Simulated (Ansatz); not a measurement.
Values for one crystal, relaxed and computed with plane-wave PAW LDA (Ansatz code); other levels are named.

* **Volume per atom**: 5.51 Å³
* **Band gap**: 4.17 eV (indirect)
* **Valence-band maximum**: at Γ
* **Smallest direct gap on the standard path**: 5.62 eV
* **Conduction-band minimum**: on the Γ–X line, 73 % of the way from Γ (6 equivalent valleys)

Question: Which of these materials gives this?
(A) C, diamond
(B) H, Cmce (H on 8f)
(C) Si, diamond
(D) N, P4_2/mnm (N on 4f)

Answer: A, C, diamond

Space group Fd-3m (diamond). The LDA relaxation kept the symmetry of its start.

Potentials: the earlier of the program's two PAW sets. The files were generated under PBE; for other functionals the program regenerates the frozen cores, and for LDA and PBEsol the local potential too.
